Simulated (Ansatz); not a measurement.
Theory: DFT PBE, scalar-relativistic, plane waves, PAW, and for the lanthanide a 4f-in-core norm-conserving potential, in Ansatz. All cells share a 690 eV cutoff and Γ-centred k meshes spaced about 0.3 Å⁻¹ or finer (0.25 for metals, 2π included). No spin polarisation.

All energies are static (0 K, no zero-point motion).

Two relaxed structures of LiTmH4:

1.

```yaml
crystal:
  lattice:
    - [2.70033, -3.24431, 0.00000]
    - [2.70033, 3.24431, 0.00000]
    - [0.00000, 0.00000, 3.61589]
  atoms:
    - { symbol: Li, position: [0.50000, 0.50000, 0.50000] }
    - { symbol: Tm, position: [0.00000, 0.00000, 0.00000] }
    - { symbol: H, position: [0.66916, 0.33084, 0.00000] }
    - { symbol: H, position: [0.19324, 0.19324, 0.50000] }
    - { symbol: H, position: [0.80676, 0.80676, 0.50000] }
    - { symbol: H, position: [0.33084, 0.66916, 0.00000] }
```

2.

```yaml
crystal:
  lattice:
    - [2.19729, -2.75630, 0.00000]
    - [2.19729, 2.75630, 0.00000]
    - [0.00000, 0.00000, 4.77916]
  atoms:
    - { symbol: Li, position: [0.00000, 0.00000, 0.18367] }
    - { symbol: Tm, position: [0.50000, 0.50000, 0.65265] }
    - { symbol: H, position: [0.82975, 0.17025, 0.83399] }
    - { symbol: H, position: [0.17025, 0.82975, 0.83399] }
    - { symbol: H, position: [0.50000, 0.00000, 0.37751] }
    - { symbol: H, position: [0.00000, 0.50000, 0.37751] }
```

Question: Which would you expect to be lower, and how large is the difference?

Answer: Cell 1 is lower, by 7 meV/atom. Cell 1 has space group Cmmm (No. 65), 10.6 Å³/atom and no gap on its mesh; cell 2 has space group Cmm2 (No. 35), 9.6 Å³/atom and no gap. Counting H atoms around Li and Tm (those within 1.25 times the shortest such distance or 1.15 times the sum of covalent radii, 1.27 where that leaves under three; a plus sign parts nearer from farther groups), cell 1 has Li 2, Tm 6 and cell 2 has Li 6, Tm 2+4. The lower one is the more open, so pressure narrows the difference. In cell 1, Li has 2 H at 1.66 Å, 4 H at 2.12 Å and 4 Tm at 3.25 Å; Tm is surrounded by 6 H at 2.09–2.15 Å, 4 H at 2.91 Å and 4 Li at 3.25 Å; H on a site of symmetry m2m has 2 Li at 2.12 Å, 1 Tm at 2.15 Å and 1 H at 2.20 Å; 1 more site not described. In cell 2, Li is surrounded by 6 H at 1.92–1.99 Å, 2 Tm at 3.14 Å, 6 H at 3.25–3.31 Å, 2 Tm at 3.36 Å, 4 Li at 3.52 Å and 2 Tm at 3.55 Å; around Tm lie 2 H at 2.01 Å, 4 H at 2.20 Å, 4 H at 2.54 Å, 2 Li at 3.14 Å, 2 Li at 3.36 Å, 4 Tm at 3.52 Å and 2 Li at 3.55 Å; H on a site of symmetry m is surrounded by 1 H at 1.88 Å, 1 Li at 1.92 Å, 1 Tm at 2.01 Å, 2 H at 2.37 Å, 2 H at 2.48 Å and 2 Tm at 2.54 Å; 1 more site not described. Both come from trial cells of a structure search, whose lowest cell (Pmn2_1, 9.9 Å³/atom) lies 210 meV/atom below the lower of the two.

The zero gap of Cmmm, Cmm2 may come from the functional, which often closes small gaps, or the cell may be a true semimetal. With hydrogen, zero-point motion can shift such differences by 10 meV/atom or more. Cells relaxed within their symmetry can be saddle points. Some structure types and database cells were kept out of the candidates from the start, so a known form may be missing.

The lanthanide is trivalent by construction, without f bands, f moments or other valences.
